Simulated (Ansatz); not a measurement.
BaF2 (fluorite, Fm-3m), a = b = c = 6.2464 Å, α = β = γ = 90.00°; the cell used has 3 atoms.

Relaxed with PBE. 

HSE06 on this cell (Ansatz, a program for electronic structure, PAW) gives a gap of 8.65 eV. What does PBE give?

6.73 eV.

Cost on shared cores: the PBE run (SCF on a 8×8×8 mesh, then bands and DOS) about 7 core-seconds (a rough figure), the HSE06 run (SCF on 6×6×6, then a few points) very roughly 100 core-seconds; the tasks are unlike.

The cell was relaxed with PBE under the symmetry of its start. Spin–orbit coupling is left out wherever it is not named.

Potentials: the later of the program's two PAW sets.

Ansatz is a plane-wave DFT program.
